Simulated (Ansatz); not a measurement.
**Hf3B: start and end of a relaxation**

A trial structure of Hf3B was built thus: random cell by space group and Wyckoff sites (P4/nmm, No. 129). The dimensions are guesses.

start:

Space group P4/nmm:1 (No. 129). a = 5.498 Å, b = 5.498 Å, c = 3.935 Å, α = 90.00°, β = 90.00°, γ = 90.00°
| atom | site | symmetry | x | y | z |
| --- | --- | --- | --- | --- | --- |
| Hf | 4d | ..2/m | 0.2500 | 0.7500 | 0.0000 |
| Hf | 2c | 4mm | 0.5000 | 0.0000 | 0.5031 |
| B | 2a | -4m2 | 0.0000 | 0.0000 | 0.0000 |

The calculation used DFT PBE, scalar-relativistic, plane waves, PAW (Ansatz). Cutoff 420 eV, Gaussian smearing, Γ-centred meshes. Cell and atoms relax first on a coarse mesh and then on a finer one. In between, the cell is made exact in the group found at 0.06 Å. In metals the finer mesh still leaves noise of several meV/atom or more. The steps can't lower the symmetry of their start. No spin polarisation.

end:

Space group P4/mmm (No. 123). a = 4.662 Å, b = 4.662 Å, c = 3.905 Å, α = 90.00°, β = 90.00°, γ = 90.00°
| atom | site | symmetry | x | y | z |
| --- | --- | --- | --- | --- | --- |
| Hf | 2f | mmm. | 0.5000 | 0.0000 | 0.0000 |
| Hf | 1d | 4/mmm | 0.5000 | 0.5000 | 0.5000 |
| B | 1a | 4/mmm | 0.0000 | 0.0000 | 0.0000 |

The symmetry goes from P4/nmm (No. 129) to P4/mmm (No. 123), and the primitive cell from 8 to 4 atoms. The volume per atom grows by 42.7 %, from 14.9 to 21.2 Å³. The shortest distance goes from 1.94 Å (Hf–B) to 2.33 Å (Hf–B). The energy falls by about 1.4 eV/atom (the start's value is from the coarse mesh). The end is written in a standard setting, so origin, axes and order of atoms can differ from the start's.

```json
{
 "Volume per atom": "21.22 Å³",
 "Density": "10.69 g/cm³",
 "Energy over the elements": "+0.74 eV/atom",
 "Gap on the 10×10×12 mesh of the 4-atom cell": "0 eV (a metal)"
}
```

Formation energies are uncorrected and refer to the elements' standard structures at the same level. A positive value: parting into the elements would lower its energy.

The last run used Gaussian smearing of 0.10 eV. Spin–orbit coupling, which can matter for Hf, is left out. The cell is a metal run without spin; a magnetic state may lie lower. A structure relaxed within its symmetry needn't be a true minimum. In all, the 3 runs took 15 min on 1 thread of Intel(R) Xeon(R) Processor @ 2.50GHz (Skylake/Cascade Lake) (shared host).
